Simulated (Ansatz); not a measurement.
**BaTiO3 with Al replacing Ba: a ladder of calculations**

Cell of run 1: a supercell of BaTiO3 (cubic perovskite type, Pm-3m) built from a refined structure from the COD, with all atoms left at the host's positions.

Space group Im-3m (No. 229); a = 8.0120 Å.

| site | Wyckoff | site symmetry | x | y | z |
| --- | --- | --- | --- | --- | --- |
| Al | 2a | m-3m | 0.5000 | 0.5000 | 0.5000 |
| Ba | 6b | 4/mm.m | 0.5000 | 0.5000 | 0.0000 |
| Ti | 8c | .-3m | 0.2500 | 0.2500 | 0.2500 |
| O | 24h | m.m2 | 0.5000 | 0.2500 | 0.2500 |

One atom of each set is listed; the run and its k-mesh use a cell of 20 atoms with edges of 6.94, 6.94, 6.94 Å.

Relaxed positions (PBE, cell held):

Al (0.5000, 0.5000, 0.5000)
Ba (0.5000, 0.5000, 0.0000)
Ti (0.2500, 0.2500, 0.2500)
O (0.5000, 0.2557, 0.2557)

All runs are DFT with Ansatz 0.2.0 (plane waves and PAW, scalar-relativistic unless spin–orbit coupling is named, Γ-centred meshes, Fermi–Dirac smearing where given) in this cell, at cell charge +1.

Run 1: PBE, atoms at the host's positions; 420 eV, 3×3×3 k-points, smearing 0.01 eV.
Run 2: PBE, atoms relaxed; 420 eV, 3×3×3 k-points, smearing 0.01 eV.
Run 3: r2SCAN, at the relaxed atoms; 500 eV, 3×3×3 k-points, smearing 0.01 eV.

```tsv
run	Ba V_zz (η)	Ti V_zz (η)	O V_zz (η)
1	-2.97 (0.00)	0.47 (0.00)	-3.18 (0.30)
2	?	?	?
3	-6.69 (0.00)	-0.89 (0.00)	-3.26 (0.05)
```

V_zz in 10²¹ V/m²; 3 of the 4 sets of like atoms are followed.

(1) Estimate the row of run 2.

## Answers

(1) Ba: -6.66 (0.00); Ti: -0.83 (0.00); O: -2.98 (0.20). It lies nearest to run 3, from whose tensors on these sites it differs by 0.35 at most (largest principal value of the difference, on O). Taken one at a time, the positions of the atoms (as given or relaxed) move the tensors on these sites by up to 3.69 (largest principal value of the change, on Ba), the functional (r2SCAN with its higher cutoff) by 0.35 (O). The defect's own atom has next to no gradient in any run.

The defect repeats with the cell of 20 atoms, so it feels its images: sites between two images don't show the values beside a lone defect, and zeros or small values of η there can come from the images' arrangement. O carries a gradient in the pure host already, so the values there aren't the defect's effect alone. This high-symmetry form of BaTiO3 is unstable when cold, to polar off-centring of Ti. The symmetry of the cell holds that distortion back, wholly or in part, and it would change the field gradients, the more the larger the distortion. A uniform background compensates the cell's charge. Without spin–orbit coupling (the program notes it for Ba) the gradients can shift somewhat, as the gap is small. The relaxation keeps the site symmetry m-3m of the start, so the impurity can't leave its site; a start off the site could end lower. In runs 2, 3 the gap is small for the k-mesh or the smearing, and small gradients can still move by 0.1 × 10²¹ V/m² or more. In run 1 the atoms aren't at the calculated equilibrium (largest force 0.58 eV/Å). In run 1 the defect cell has no gap above 0.1 eV, so the values hang on the smearing and the k-mesh. Run 1: The run isn't spin-polarised, and a state with spin may lie lower.
